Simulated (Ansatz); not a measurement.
Co$_{3}$IrC (anti-perovskite, space group No. 221) under volume change, the program Ansatz at the PBEsol level (PAW), scaled uniformly.

| V (Å³/atom) | E − E(relaxed) (meV/atom) | P (GPa) |
|---|---|---|
| 9.457 | [?] | [?] |
| 9.769 | 32.2 | 18.03 |
| 10.081 | 7.4 | 7.73 |
| 10.392 | 0.0 | 0.00 |
| 10.704 | 7.6 | -7.67 |
| 11.016 | 28.8 | -13.76 |
| 11.328 | [?] | [?] |

### Question
What belongs in the gaps?

### Answer

- 9.457, E − E(relaxed) (meV/atom): 76.5
- 9.457, P (GPa): 27.49
- 11.328, E − E(relaxed) (meV/atom): 60.2
- 11.328, P (GPa): -18.46

### Question
What does a third-order Birch–Murnaghan fit give for V₀, B₀ and B′?

### Answer
V₀ = 10.39 Å³/atom, B₀ = 253 GPa, B′ = 3.5.

Space group Pm-3m (anti-perovskite). The start of the workflow was typed in or built on a structure type; neither database checked (COD, Materials Project) lists it. Whether it is the stable phase at ambient conditions was not checked. The PBEsol relaxation kept the symmetry of its start; whether a distortion lowers the energy is not shown. The final state is ferromagnetic, chosen from 5 collinear starts compared on coarse meshes (ties went to the first, and starts can fall back to one state), not a proven ground state. Its formation energy is positive at this level, so the cell may be metastable or incomplete. Spin–orbit coupling is left out wherever it is not named.

Potentials: the earlier of the program's two PAW sets. The files were generated under PBE; for other functionals the program regenerates the frozen cores, and for LDA and PBEsol the local potential too.
